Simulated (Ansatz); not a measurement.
Consider the following.

Ta:
```
CELL_PARAMETERS angstrom
     -1.65249     1.65249     1.65249
      1.65249    -1.65249     1.65249
      1.65249     1.65249    -1.65249
ATOMIC_POSITIONS crystal
  Ta 0.00000 0.00000 0.00000
```

This is the r²SCAN-relaxed structure.

Q: All from plane-wave PAW r²SCAN (Ansatz code), unless another level is named. Estimate the density of states at the Fermi level.

A: 1.2 states/eV per atom (mean over ±0.08 eV).

Q: Predict the gap with spin–orbit coupling.

A: none (metallic).

Space group Im-3m (bcc (W type)). Symmetry was held in the r²SCAN relaxation. The run is not spin-polarised. Scalar-relativistic: spin–orbit coupling is off unless named, which matters more the heavier the elements.

Potentials: the later of the program's two PAW sets.
